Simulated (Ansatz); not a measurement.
Input file for Ansatz (a first-principles code):

Ansatz 0.2 input:
```yaml
crystal:
  lattice:
    - [-1.8112358554, 1.8112358554, 3.0764064795]
    - [1.8112358554, -1.8112358554, 3.0764064795]
    - [1.8112358554, 1.8112358554, -3.0764064795]
  atoms:
    - { symbol: Y, position: [0.0, 0.0, 0.0] }
    - { symbol: C, position: [0.6056113747, 0.6056113747, 0.0] }
    - { symbol: C, position: [0.3943886253, 0.3943886253, 0.0] }
kpoints:
  mp_grid: { grid: [12, 12, 12] }
  band_path:
    path:
      - [[0.0, 0.0, 0.0], [0.0, 0.0, 0.5], [0.25, 0.25, 0.25], [0.0, 0.5, 0.0], [0.0, 0.0, 0.0], [0.5, 0.5, -0.5], [0.336656788, 0.663343212, -0.336656788]]  # Γ-X-P-N-Γ-M-S
      - [[-0.336656788, 0.336656788, 0.336656788], [0.0, 0.0, 0.0]]  # S_0-Γ
      - [[0.0, 0.0, 0.5], [-0.1733135761, 0.1733135761, 0.5]]  # X-R
      - [[0.5, 0.5, -0.1733135761], [0.5, 0.5, -0.5]]  # G-M
    npoints: 8
basis: { xc_grid: 2 }
hamiltonian:
  xc: pbesol
  pseudopotentials: { kind: paw }
magnetization: { noncollinear: true, spin_orbit: true }
scf:
  n_extra_bands: 13
  convergence: { dr2_threshold: 0.0000000001 }
  occupations: { method: gaussian, width: 0.05 }
output: { eigenvalues: true }
```

Output (shortened):

```
Pseudopotential: Y, paw_fr, valence charge 11
Pseudopotential: C, paw_fr, valence charge 4
Functional definition: PBEsol
non-collinear run that drives no moment, with spin-orbit …
Crystal: 3 atoms, lattice volume = 40.370 Å³
Basis set: ecut = 420 eV, 767 PW (Γ), exchange–correlation on 54×54×54 points (8 copies of the dense FFT grid, shifted against one another)
Bands: 32, of which v1, the nominal top of the filled ones, is band 19 counted from 1 (18 counted from 0)
Symmetry: 16 space group operations + 16 with time reversal
k-points: 163 of 1728
Projection manifold: j_resolved (fully-relativistic pseudo-atomic orbitals)
SCF iter   1: F=—  HF=-4290.604505 eV  |F-HF|=—  |Δ(HF+E_count)|=         —  Δρ=8.03e-2  dr2=2.64e0  dr2_m=0.00e0 (ungated)  ethr=3.10e-3  |M|=0.00e0 ∫|m|=0.00e0 μB  |m|>n=0.0e0 m-floor=0.0e0 τ_xc=0.0e0  β_m=0.30  ⟨swp⟩=5.8  Hψ=12830  notcnv=0  defer=64
preconditioner: auto → Kerker (q_TF=auto, 2.406 Å⁻¹)
spin=Noncollinear: Kerker preconditioning applied to the charge; magnetization (m_x, m_y, m_z) channels mix plain (no charge-response kernel on spin).
SCF iter   2: F=—  HF=-4290.198654 eV  |F-HF|=—  |Δ(HF+E_count)|=   4.06e-1  Δρ=5.63e-2  dr2=1.24e0  dr2_m=0.00e0 (ungated)  ethr=3.10e-3  |M|=0.00e0 ∫|m|=0.00e0 μB  |m|>n=0.0e0 m-floor=0.0e0 τ_xc=0.0e0  β_m=0.63  ⟨swp⟩=2.0  Hψ=3635  notcnv=0  defer=882
SCF iter   3: F=—  HF=-4289.819625 eV  |F-HF|=—  |Δ(HF+E_count)|=   3.79e-1  Δρ=8.45e-3  dr2=2.24e-2  dr2_m=0.00e0 (ungated)  ethr=3.10e-3  |M|=0.00e0 ∫|m|=0.00e0 μB  |m|>n=0.0e0 m-floor=0.0e0 τ_xc=0.0e0  β_m=0.81  ⟨swp⟩=2.1  Hψ=3468  notcnv=0  defer=882
SCF iter   4: F=—  HF=-4289.816895 eV  |F-HF|=—  |Δ(HF+E_count)|=   2.73e-3  Δρ=1.86e-3  dr2=1.96e-3  dr2_m=0.00e0 (ungated)  ethr=1.18e-4  |M|=0.00e0 ∫|m|=0.00e0 μB  |m|>n=0.0e0 m-floor=0.0e0 τ_xc=0.0e0  β_m=0.91  ⟨swp⟩=3.0  Hψ=5013  notcnv=0  defer=1066
SCF iter   5: F=—  HF=-4289.816727 eV  |F-HF|=—  |Δ(HF+E_count)|=   1.69e-4  Δρ=4.78e-4  dr2=7.14e-5  dr2_m=0.00e0 (ungated)  ethr=1.03e-5  |M|=0.00e0 ∫|m|=0.00e0 μB  |m|>n=0.0e0 m-floor=0.0e0 τ_xc=0.0e0  β_m=0.95  ⟨swp⟩=2.0  Hψ=2920  notcnv=0  defer=1066
SCF iter   6: F=—  HF=-4289.816739 eV  |F-HF|=—  |Δ(HF+E_count)|=   1.23e-5  Δρ=7.50e-5  dr2=1.78e-6  dr2_m=0.00e0 (ungated)  ethr=3.76e-7  |M|=0.00e0 ∫|m|=0.00e0 μB  |m|>n=0.0e0 m-floor=0.0e0 τ_xc=0.0e0  β_m=0.98  ⟨swp⟩=2.3  Hψ=2972  notcnv=0  defer=1066
SCF iter   7: F=—  HF=-4289.816740 eV  |F-HF|=—  |Δ(HF+E_count)|=   7.29e-7  Δρ=1.09e-5  dr2=4.61e-8  dr2_m=0.00e0 (ungated)  ethr=9.36e-9  |M|=0.00e0 ∫|m|=0.00e0 μB  |m|>n=0.0e0 m-floor=0.0e0 τ_xc=0.0e0  β_m=0.99  ⟨swp⟩=2.4  Hψ=3422  notcnv=0  defer=1066
SCF iter   8: F=—  HF=-4289.816740 eV  |F-HF|=—  |Δ(HF+E_count)|=   3.21e-9  Δρ=1.77e-6  dr2=9.77e-10  dr2_m=0.00e0 (ungated)  ethr=2.43e-10  |M|=0.00e0 ∫|m|=0.00e0 μB  |m|>n=0.0e0 m-floor=0.0e0 τ_xc=0.0e0  β_m=0.99  ⟨swp⟩=2.0  Hψ=2946  notcnv=0  defer=1066
SCF iter   9: F=-4289.816740 eV  HF=-4289.816740 eV  |F-HF|=4.55e-12  |Δ(HF+E_count)|=  1.32e-10  Δρ=2.65e-7  dr2=2.25e-11  dr2_m=0.00e0 (ungated)  ethr=1.00e-12  |M|=0.00e0 ∫|m|=0.00e0 μB  |m|>n=0.0e0 m-floor=0.0e0 τ_xc=0.0e0  ⟨swp⟩=8.6  Hψ=11475  notcnv=0
SCF 1 converged in 9 iterations: F = -4289.816740 eV  dr2 = 2.25e-11
NSCF: frozen V_eff on 76 k-points
SCF converged after 9 iterations
Magnetization: |M| = 0.0000 μB,  M = (+0.0000, +0.0000, +0.0000) μB
Absolute magnetization: 0.0000 μB (∫|m|)
  site 0: m = (+0.0000, +0.0000, +0.0000) μB, |m| = 0.0000 μB  (R = 1.00 Å)
  site 1: m = (+0.0000, +0.0000, +0.0000) μB, |m| = 0.0000 μB  (R = 0.54 Å)
  site 2: m = (+0.0000, +0.0000, +0.0000) μB, |m| = 0.0000 μB  (R = 0.54 Å)
Free energy (F): -4289.816740 eV
Harris-Foulkes:  -4289.816740 eV  (|F-HF|=4.55e-12)
Internal energy: -4289.815286 eV  (E = F + TS)
E sigma→0 (E₀):  -4289.816013 eV
Entropy (-TS):   -0.001454 eV (-0.485 meV/atom)
Fermi energy:    11.198872 eV
--- Per-component energies (eV) ---
  E_band       = -77.118047
  E_kinetic    = 481.446909
  E_local      = -693.521315  (includes V_loc(G=0)·N_el)
  E_nonlocal   = 106.533914
  E_hartree    = 206.511076
  E_xc         = -267.751981
  E_vxc        = -317.627184  (∫ρ·V_xc dr)
  E_paw        = -2963.874321  (= ΣΔE_a)
  E_vpaw       = -66.972542  (= ΣTr[D̂ρ^β])
  E_aug_tail   = 0.000018  (compensation charges beyond the density's cutoff)
  E_ewald      = -1159.351192
  E_core_change = 0.191606  (= ΣΔE_core)
  E_smearing   = -0.001454  (= −TS)
  E_closure    = 0.000000  (closes the sum)
  Σ components = -4289.816740   (vs F -4289.816740, Δ=0.00e0)
  [band-id]    e_kinetic+e_local+e_nonlocal+2·e_hartree+e_vxc+e_vpaw+e_augmentation_tail = -77.118048   (vs E_band -77.118047, Δ=-8.50e-7)
--- Band table (eV; the first three rows and the last of 163) ---
  k-point 0: bands = ["-31.1299", "-31.1299", "-12.0753", "-12.0753", "-10.6801", "-10.6801", "-10.5576", "-10.5576", "-4.4039", "-4.4039", "5.3492", "5.3492", "6.4986", "6.4986", "7.9695", "7.9695", "8.0067", "8.0067", "10.6310", "10.6310", "10.6478", …
  k-point 1: bands = ["-31.1259", "-31.1259", "-12.0963", "-12.0963", "-10.7162", "-10.7162", "-10.5723", "-10.5723", "-4.2904", "-4.2904", "5.3613", "5.3613", "6.3469", "6.3469", "7.5251", "7.5251", "7.8653", "7.8653", "10.3953", "10.3953", "11.0721", …
  k-point 2: bands = ["-31.1147", "-31.1147", "-12.1506", "-12.1506", "-10.8056", "-10.8056", "-10.6073", "-10.6073", "-4.0372", "-4.0372", "5.3095", "5.3095", "6.0517", "6.0517", "6.8917", "6.8917", "7.6401", "7.6401", "9.8244", "9.8244", "12.1851", …
  k-point 162: bands = ["-31.1027", "-31.1027", "-12.2176", "-12.2176", "-10.8485", "-10.8485", "-10.7632", "-10.7632", "-4.0324", "-4.0324", "4.0401", "4.0401", "7.2521", "7.2521", "7.3190", "7.3190", "8.5312", "8.5312", "10.2697", "10.2697", "14.9452", …
```

Cost: about 22 core-seconds (a rough figure) on shared cores.

Space group I4/mmm (MoSi2 or CaC2 type). The workflow started from a Materials Project entry (that database holds measured and hypothetical structures alike); the Crystallography Open Database files this formula in space group No. 139, but the cells were not matched. Its standing as an ambient phase is unchecked. Symmetry was held in the PBEsol relaxation; of distortions, only those at the zone centre were tested. No spin polarisation was allowed.

Potentials: the later of the program's two PAW sets.

Ansatz is a plane-wave DFT program.
